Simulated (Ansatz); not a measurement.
# Guessed and relaxed cells of MnAgC4N4

The cell of MnAgC4N4 is invented: two interpenetrating cyanide-bridged diamond nets (P-43m, No. 215). The dimensions are guesses.

start.cif

```cif
data_structure
_symmetry_space_group_name_H-M 'P 1'
_symmetry_Int_Tables_number 1
_cell_length_a 6.0368
_cell_length_b 6.0368
_cell_length_c 6.0368
_cell_angle_alpha 90.000
_cell_angle_beta 90.000
_cell_angle_gamma 90.000
_cell_volume 220.00
loop_
_atom_site_label
_atom_site_type_symbol
_atom_site_fract_x
_atom_site_fract_y
_atom_site_fract_z
_atom_site_occupancy
Mn1 Mn 0.00000 0.00000 0.00000 1
Ag1 Ag 0.50000 0.50000 0.50000 1
C1 C 0.18535 0.18535 0.18535 1
C2 C 0.18535 0.81465 0.81465 1
C3 C 0.81465 0.18535 0.81465 1
C4 C 0.81465 0.81465 0.18535 1
N1 N 0.29725 0.29725 0.29725 1
N2 N 0.29725 0.70275 0.70275 1
N3 N 0.70275 0.29725 0.70275 1
N4 N 0.70275 0.70275 0.29725 1
```

Computed with DFT PBE, scalar-relativistic, plane waves, PAW in Ansatz 0.2.0. Cutoff 420 eV, Gaussian smearing, Γ-centred meshes. Cell and atoms relax on a converged mesh. In metals the finer mesh still leaves noise of several meV/atom or more. The steps can't lower the symmetry of their start. Collinear spin, starting moments Mn 4.0 μB.

end.cif

```cif
data_structure
_symmetry_space_group_name_H-M 'P 1'
_symmetry_Int_Tables_number 1
_cell_length_a 6.2074
_cell_length_b 6.2074
_cell_length_c 6.2074
_cell_angle_alpha 90.000
_cell_angle_beta 90.000
_cell_angle_gamma 90.000
_cell_volume 239.19
loop_
_atom_site_label
_atom_site_type_symbol
_atom_site_fract_x
_atom_site_fract_y
_atom_site_fract_z
_atom_site_occupancy
Mn1 Mn 0.00000 0.00000 0.00000 1
Ag1 Ag 0.50000 0.50000 0.50000 1
C1 C 0.18678 0.18678 0.18678 1
C2 C 0.18678 0.81322 0.81322 1
C3 C 0.81322 0.18678 0.81322 1
C4 C 0.81322 0.81322 0.18678 1
N1 N 0.29556 0.29556 0.29556 1
N2 N 0.29556 0.70444 0.70444 1
N3 N 0.70444 0.29556 0.70444 1
N4 N 0.70444 0.70444 0.29556 1
```

The symmetry stays P-43m (No. 215). The volume per atom grows by 8.7 %, from 22.0 to 23.9 Å³. The shortest distance stays 1.17 Å (C–N).

```yaml
Volume_per_atom: 23.92 Å³
Density: 1.85 g/cm³
Formation_energy: +0.63 eV/atom
Gap_on_the_6×6×6_mesh_of_the_10-atom_cell: 0 eV (a metal)
Net_moment_per_atom: 0.40 μB
Moment_by_site: Mn 3.2; Ag -0.1 μB
```

Energies over the elements count from the elements' standard structures at the same level (N₂ as a molecule), with no fitted energy shifts. It can't be a ground state, since the elements alone are lower.

The last run used collinear spin and Gaussian smearing of 0.10 eV. In such compounds of Mn a zero gap at this level may well be an artefact, since no Hubbard U is applied. The reference form of C is held partly by dispersion forces, which this level lacks. The magnetic state reached may not be the lowest. Symmetry constrained the relaxation, so the result can be a saddle point. In all, the 3 runs took 4.2 min on 1 thread of Intel(R) Xeon(R) 6975P-C (Granite Rapids), on a shared host.
